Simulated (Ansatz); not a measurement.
## Fe3Se4, single point

Fe3Se4 is taken as an experimental structure (space group C2/m), 7 atoms in the cell. Source: COD entry 1527086; the sample's temperature and pressure aren't taken into account, and it need not be the stable phase.

Level of theory: DFT, r2SCAN, PAW, plane waves, scalar-relativistic in Ansatz development build ahead of 0.2.0.

Input file:

```yaml
crystal:
  lattice:
    - [6.35184671, -1.7705, 0.0]
    - [6.35184671, 1.7705, 0.0]
    - [-2.85987335, 0.0, 5.51002617]
  atoms:
    - { symbol: Se, position: [0.6111, 0.6111, 0.9477] }
    - { symbol: Se, position: [0.3889, 0.3889, 0.0523] }
    - { symbol: Fe, position: [0.7571, 0.7571, 0.8002], spin: 2.723 }
    - { symbol: Fe, position: [0.2429, 0.2429, 0.1998], spin: 2.723 }
    - { symbol: Se, position: [0.1377, 0.1377, 0.4747] }
    - { symbol: Se, position: [0.8623, 0.8623, 0.5253] }
    - { symbol: Fe, position: [0.5, 0.5, 0.5], spin: 2.724 }
magnetization:
  spin_polarized: true
  initial_magnetization: 8.17
  spin_locking: { lock_magnetization: hard }
hamiltonian:
  xc: r2scan
  pseudopotentials: { kind: paw }
basis:
  ecutwfc: 500
kpoints:
  mp_grid: { grid: [5, 5, 3] }
scf:
  occupations: { method: fermi_dirac, width: 0.05 }
  lower_state_search: "off"
  max_iter: 150
output:
  forces: true
  stress: true
```

What the program printed (shortened):

```
Warning: This run holds its total moment fixed (magnetization.spin_locking.lock_magnetization: hard) and mixes its density by anderson or broyden (scf.mixing.algorithm, typed or taken by auto). Slabs with a fixed moment have converged under broyden above another state at the same moment, at the default mixing steps and at smaller ones, and under scf.lower_state_search: standard, light or off a state that such a mixer converges on is not tested for a lower one by that SCF's own steps. [...]
Warning: output.stress: scf.convergence.dr2_threshold = 1e-7 eV (the SCF's general default) is looser than the 7e-10 eV advised for a printed stress (1e-10 eV for each atom of the cell: 7). [...]
Pseudopotentials: kind: paw
Pseudopotential: Se, paw, valence charge 16, recommended cutoff 500 eV (meta_gga), Se.paw.azcp
Pseudopotential: Fe, paw, valence charge 16, recommended cutoff 500 eV (meta_gga), Fe.paw.azcp
Functional definition: r2SCAN
Crystal: 7 atoms, lattice volume = 123.931 Å³
Basis set: ecut = 500 eV, 3161 PW (Γ), exchange–correlation on 200×200×192 points (64 copies of the dense FFT grid, shifted against one another)
Bands: 73, of which v1, the nominal top of the filled ones, is band 56 counted from 1 (55 counted from 0)
Symmetry: 4 space group operations
Space group: C2/m (ITA 12), of the structure as read, at distance tolerance 5.0e-5 Å
Magnetic group: BNS 12.58 (UNI 65), of the structure as read, at distance tolerance 5.0e-5 Å
k-points: 24 of 75
Non-local potential: Se, projectors of the file, l = 0: 2, l = 1: 2, l = 2: 3, l = 3: 1
Non-local potential: Fe, projectors of the file, l = 0: 3, l = 1: 2, l = 2: 3, l = 3: 1
PAW frozen core: Se, regenerated for the run's functional (the file was generated under x = pbe(κ = 0.804, μ = 0.2195149727645171), c = pbe(β = 0.06672455060314922))
PAW frozen core: Fe, regenerated for the run's functional (the file was generated under x = pbe(κ = 0.804, μ = 0.2195149727645171), c = pbe(β = 0.06672455060314922))
Initial density: superposition of atomic densities (chi_scale 0.1, normalization cell, long waves kept (reshape's long-wave potential 0.03 eV rms))
Starting moments: Σ|m| = 8.17 μB on 3 of 7 sites
Initial wavefunctions: pseudopotential atomic-orbital guess
Functional: x = r2scan, c = r2scan; τ floored in thin density (d = 2e-4 eV/Å³)
SCF iter   1: F=—  HF=-35375.168753 eV  |F-HF|=—  |Δ(HF+E_count)|=         —  Δρ=9.13e-2 (↑6.55e-2 ↓9.13e-2)  dr2=4.20e1  dr2_τ=1.81e-1  dr2_m=2.86e-1  M=8.170 μB ∫|m|=8.218 μB  β_m=1.20  ethr=3.10e-3  ⟨swp⟩=6.0  Hψ=12134  notcnv=0  defer=6
preconditioner: auto → Kerker (q_TF=auto, 2.683 Å⁻¹)  [metal: Δε(μ)=0.010 eV  Ē_g=11.377 eV  σ=0.050 eV  W_gap=0.05  n_scr=38 (ndim 8)  ℏωp=23.1 eV  f_vac=0.010  D(μ)=10.34/eV (n_scr^D=116)]
spin=Collinear: Kerker preconditioning applied to the charge; magnetization (m = ρ↑ − ρ↓) channel mixes plain (no charge-response kernel on spin).
SCF iter   2: F=—  HF=-35371.696825 eV  |F-HF|=—  |Δ(HF+E_count)|=    3.47e0  Δρ=4.85e-2 (↑2.45e-2 ↓4.85e-2)  dr2=3.36e0  dr2_τ=5.43e-2  dr2_m=6.10e-1  M=8.170 μB ∫|m|=8.390 μB  β_m=1.20  ethr=3.10e-3  ⟨swp⟩=3.0  Hψ=7588  notcnv=0  defer=327  κ⁻¹=1.0e0(r=1)
SCF iter   3: F=—  HF=-35371.164019 eV  |F-HF|=—  |Δ(HF+E_count)|=   5.33e-1  Δρ=3.31e-2 (↑1.66e-2 ↓3.31e-2)  dr2=3.45e0  dr2_τ=1.40e-2  dr2_m=1.76e-1  M=8.170 μB ∫|m|=8.527 μB  β_m=1.20  ethr=3.00e-3  ⟨swp⟩=2.2  Hψ=6068  notcnv=0  defer=317  κ⁻¹=1.0e-1(r=2)
SCF iter   4: F=—  HF=-35371.225246 eV  |F-HF|=—  |Δ(HF+E_count)|=   6.12e-2  Δρ=1.89e-2 (↑1.34e-2 ↓1.89e-2)  dr2=1.45e0  dr2_τ=5.91e-3  dr2_m=3.12e-2  M=8.170 μB ∫|m|=8.581 μB  β_m=1.20  ethr=3.00e-3  ⟨swp⟩=2.0  Hψ=3596  notcnv=0  defer=317  κ⁻¹=5.0e-3(r=3)
SCF iter   5: F=—  HF=-35371.527049 eV  |F-HF|=—  |Δ(HF+E_count)|=   3.02e-1  Δρ=7.97e-3 (↑7.97e-3 ↓6.57e-3)  dr2=3.34e-1  dr2_τ=1.82e-3  dr2_m=9.41e-3  M=8.170 μB ∫|m|=8.801 μB  β_m=1.20  ethr=1.29e-3  ⟨swp⟩=2.5  Hψ=4992  notcnv=0  defer=314  κ⁻¹=1.4e-3(r=4)
SCF iter   6: F=—  HF=-35371.695869 eV  |F-HF|=—  |Δ(HF+E_count)|=   1.69e-1  Δρ=4.44e-3 (↑4.33e-3 ↓4.44e-3)  dr2=1.09e-1  dr2_τ=5.69e-4  dr2_m=4.87e-4  M=8.170 μB ∫|m|=8.892 μB  β_m=1.20  ethr=2.98e-4  ⟨swp⟩=2.8  Hψ=6917  notcnv=0  defer=313  κ⁻¹=3.9e-4(r=5)
SCF iter   7: F=—  HF=-35371.687335 eV  |F-HF|=—  |Δ(HF+E_count)|=   8.53e-3  Δρ=3.72e-3 (↑2.75e-3 ↓3.72e-3)  dr2=5.57e-2  dr2_τ=3.25e-4  dr2_m=1.19e-3  M=8.170 μB ∫|m|=8.894 μB  β_m=1.20  ethr=9.70e-5  ⟨swp⟩=2.0  Hψ=3758  notcnv=0  defer=317  κ⁻¹=1.4e-4(r=6)
SCF iter   8: F=—  HF=-35371.695296 eV  |F-HF|=—  |Δ(HF+E_count)|=   7.96e-3  Δρ=2.12e-3 (↑1.98e-3 ↓2.12e-3)  dr2=1.42e-2  dr2_τ=1.15e-4  dr2_m=5.17e-4  M=8.170 μB ∫|m|=8.894 μB  β_m=1.20  ethr=4.97e-5  ⟨swp⟩=2.0  Hψ=5487  notcnv=0  defer=317  κ⁻¹=6.8e-5(r=7)
SCF iter   9: F=—  HF=-35371.705948 eV  |F-HF|=—  |Δ(HF+E_count)|=   1.07e-2  Δρ=3.02e-3 (↑1.64e-3 ↓3.02e-3)  dr2=1.91e-2  dr2_τ=1.12e-4  dr2_m=8.24e-4  M=8.170 μB ∫|m|=8.893 μB  β_m=1.20  ethr=1.27e-5  ⟨swp⟩=2.0  Hψ=6577  notcnv=0  defer=317  κ⁻¹=1.9e-5(r=8)
SCF iter  10: F=—  HF=-35371.710641 eV  |F-HF|=—  |Δ(HF+E_count)|=   4.69e-3  Δρ=2.03e-3 (↑1.22e-3 ↓2.03e-3)  dr2=8.15e-3  dr2_τ=3.93e-5  dr2_m=2.45e-4  M=8.170 μB ∫|m|=8.882 μB  β_m=1.20  ethr=1.27e-5  ⟨swp⟩=2.1  Hψ=5202  notcnv=0  defer=315  κ⁻¹=3.1e-5(r=8)
SCF iter  11: F=—  HF=-35371.715712 eV  |F-HF|=—  |Δ(HF+E_count)|=   5.07e-3  Δρ=1.50e-3 (↑9.01e-4 ↓1.50e-3)  dr2=2.10e-3  dr2_τ=2.07e-5  dr2_m=2.68e-4  M=8.170 μB ∫|m|=8.866 μB  β_m=1.20  ethr=7.28e-6  ⟨swp⟩=2.0  Hψ=6356  notcnv=0  defer=317  κ⁻¹=2.2e-5(r=8)
[... 14 iterations left out ...]
SCF iter  26: F=—  HF=-35371.739995 eV  |F-HF|=—  |Δ(HF+E_count)|=   7.91e-5  Δρ=1.80e-4 (↑6.69e-5 ↓1.80e-4)  dr2=3.68e-5  dr2_τ=2.57e-7  dr2_m=6.33e-6  M=8.170 μB ∫|m|=8.848 μB  β_m=1.20  ethr=1.61e-8  ⟨swp⟩=2.0  Hψ=5857  notcnv=0  defer=314  κ⁻¹=3.5e-3(r=8)
SCF iter  27: F=—  HF=-35371.740139 eV  |F-HF|=—  |Δ(HF+E_count)|=   1.44e-4  Δρ=1.02e-4 (↑6.84e-5 ↓1.02e-4)  dr2=9.61e-6  dr2_τ=8.67e-8  dr2_m=5.90e-7  M=8.170 μB ∫|m|=8.850 μB  β_m=1.20  ethr=1.61e-8  ⟨swp⟩=2.6  Hψ=6788  notcnv=0  defer=314  κ⁻¹=2.9e-3(r=8)
SCF iter  28: F=—  HF=-35371.740271 eV  |F-HF|=—  |Δ(HF+E_count)|=   1.32e-4  Δρ=6.56e-5 (↑3.86e-5 ↓6.56e-5)  dr2=3.62e-6  dr2_τ=3.30e-8  dr2_m=3.67e-7  M=8.170 μB ∫|m|=8.852 μB  β_m=1.20  ethr=8.58e-9  ⟨swp⟩=3.0  Hψ=8162  notcnv=0  defer=314  κ⁻¹=1.7e-3(r=8)
SCF iter  29: F=—  HF=-35371.740309 eV  |F-HF|=—  |Δ(HF+E_count)|=   3.83e-5  Δρ=5.16e-5 (↑2.46e-5 ↓5.16e-5)  dr2=2.24e-6  dr2_τ=2.73e-8  dr2_m=3.69e-7  M=8.170 μB ∫|m|=8.852 μB  β_m=1.20  ethr=3.23e-9  ⟨swp⟩=3.0  Hψ=8137  notcnv=0  defer=314  κ⁻¹=1.4e-3(r=8)
SCF iter  30: F=—  HF=-35371.740330 eV  |F-HF|=—  |Δ(HF+E_count)|=   2.10e-5  Δρ=3.12e-5 (↑2.03e-5 ↓3.12e-5)  dr2=1.69e-6  dr2_τ=1.47e-8  dr2_m=1.54e-7  M=8.170 μB ∫|m|=8.853 μB  β_m=1.20  ethr=2.00e-9  ⟨swp⟩=3.0  Hψ=8242  notcnv=0  defer=317  κ⁻¹=2.0e-3(r=8)
SCF iter  31: F=—  HF=-35371.740331 eV  |F-HF|=—  |Δ(HF+E_count)|=   1.15e-6  Δρ=4.70e-5 (↑1.49e-5 ↓4.70e-5)  dr2=2.31e-6  dr2_τ=2.03e-8  dr2_m=5.08e-7  M=8.170 μB ∫|m|=8.853 μB  β_m=1.20  ethr=1.51e-9  ⟨swp⟩=2.0  Hψ=5922  notcnv=0  defer=317  κ⁻¹=6.7e-4(r=8)
SCF iter  32: F=—  HF=-35371.740334 eV  |F-HF|=—  |Δ(HF+E_count)|=   3.30e-6  Δρ=1.59e-5 (↑1.04e-5 ↓1.59e-5)  dr2=3.00e-7  dr2_τ=2.89e-9  dr2_m=1.59e-8  M=8.170 μB ∫|m|=8.853 μB  β_m=1.20  ethr=1.51e-9  ⟨swp⟩=2.1  Hψ=5916  notcnv=0  defer=317  κ⁻¹=8.4e-4(r=8)
SCF iter  33: F=—  HF=-35371.740335 eV  |F-HF|=—  |Δ(HF+E_count)|=   8.48e-7  Δρ=9.60e-6 (↑7.59e-6 ↓9.60e-6)  dr2=1.35e-7  dr2_τ=1.29e-9  dr2_m=4.54e-9  M=8.170 μB ∫|m|=8.853 μB  β_m=1.20  ethr=2.68e-10  ⟨swp⟩=2.8  Hψ=6086  notcnv=0  defer=317  κ⁻¹=2.7e-4(r=8)
SCF iter  34: F=—  HF=-35371.740335 eV  |F-HF|=—  |Δ(HF+E_count)|=   2.55e-7  Δρ=6.23e-6 (↑5.47e-6 ↓6.23e-6)  dr2=9.75e-8  dr2_τ=4.07e-10  dr2_m=7.64e-10  M=8.170 μB ∫|m|=8.853 μB  β_m=1.20  ethr=8.93e-11  ⟨swp⟩=4.0  Hψ=11811  notcnv=0  κ⁻¹=1.7e-4(r=8)
SCF iter  35: F=-35371.740336 eV  HF=-35371.740336 eV  |F-HF|=3.42e-8  |Δ(HF+E_count)|=   1.00e-7  Δρ=5.16e-6 (↑4.16e-6 ↓5.16e-6)  dr2=6.26e-8  dr2_τ=2.99e-10  dr2_m=1.10e-9  M=8.170 μB ∫|m|=8.853 μB  ethr=8.71e-11  ⟨swp⟩=4.0  Hψ=11138  notcnv=0
SCF 1 converged in 35 iterations: F = -35371.740336 eV  dr2 = 6.26e-8
  greatest PAW one-centre occupation: 1.006 electrons in one spin orbital (limit 2), on the Fe atom at site 3 (counted from 0), in its partial waves of l = 1
this state was not tested for a lower state beside it, because the mixer in use, unlike msr1, does not test its closes by its own steps (another_mixer; see scf.mixing.algorithm and scf.lower_state_search)
SCF converged after 35 iterations
Magnetization: 8.1700 μB (60.0850 up, 51.9150 down)
Absolute magnetization: 8.8576 μB (∫|ρ↑−ρ↓|, with the PAW one-centre terms)
Spin contamination: 0.4453 ħ² per cell (⟨S²⟩ above its minimum at these occupations)
Per-site moments (μB) at R_I (Å): [(-0.0261, 0.9971), (-0.0261, 0.9971), (2.8194, 0.9971), (2.8194, 0.9971), (-0.0384, 1.0494), (-0.0384, 1.0494), (2.4908, 1.0190)]
Free energy (F): -35371.740336 eV
Harris-Foulkes:  -35371.740336 eV  (|F-HF|=3.42e-8)
Internal energy: -35371.701860 eV  (E = F + TS)
E sigma→0 (E₀):  -35371.721098 eV
Entropy (-TS):   -0.038476 eV (-5.497 meV/atom)
Fermi energy:    12.378362 (↑ 12.336799, ↓ 12.419925) eV
--- Per-component energies (eV) ---
  E_band       = -2364.328250
  E_kinetic    = 1515.593988
  E_local      = -16839.330436  (includes V_loc(G=0)·N_el)
  E_nonlocal   = -1694.900652
  E_hartree    = 7834.088502
  E_xc         = -729.122679
  E_vxc        = -920.128279  (∫ρ·V_xc dr)
  E_paw        = -11845.075929  (= ΣΔE_a)
  E_vpaw       = -149.355154  (= ΣTr[D̂ρ^β])
  E_aug_tail   = -0.000022  (compensation charges beyond the density's cutoff)
  E_vtau       = 55.593184  (kinetic-family band-sum trace: ∫τ·v_τ [+ j·A + Jᵃ·Aᵃ] dr)
  E_ewald      = -13605.027126
  E_core_change = -7.927506  (= ΣΔE_core)
  E_smearing   = -0.038476  (= −TS)
  E_closure    = 0.000000  (closes the sum)
  Σ components = -35371.740336   (vs F -35371.740336, Δ=0.00e0)
--- Forces (eV/Å), atoms counted from 1 ---
  atom   1  Se    -0.09363584     0.00000000    -0.14174474
  atom   2  Se     0.09363584    -0.00000000     0.14174474
  atom   3  Fe     0.17347225     0.00000000     0.03113094
  atom   4  Fe    -0.17347225    -0.00000000    -0.03113094
  atom   5  Se    -0.09192852    -0.00000000     0.18730541
  atom   6  Se     0.09192852     0.00000000    -0.18730541
  atom   7  Fe     0.00000000     0.00000000    -0.00000000
  max |Σ_I F_I| component: 1.39e-17 eV/Å
--- Stress (GPa, compression-positive) ---
        2.241256      -0.000000       0.101061
       -0.000000       0.145939      -0.000000
        0.101011      -0.000000      -0.516519
  P = ⅓ Tr σ = 0.6236 GPa (6.236 kbar)
```

r2SCAN tends to overstate moments and magnetic energies in itinerant metals. For a metal this mesh leaves errors of several meV/atom.

The run took 84 s on 2 threads of Arm Neoverse V2 (shared host), peak memory 1.2 GiB.
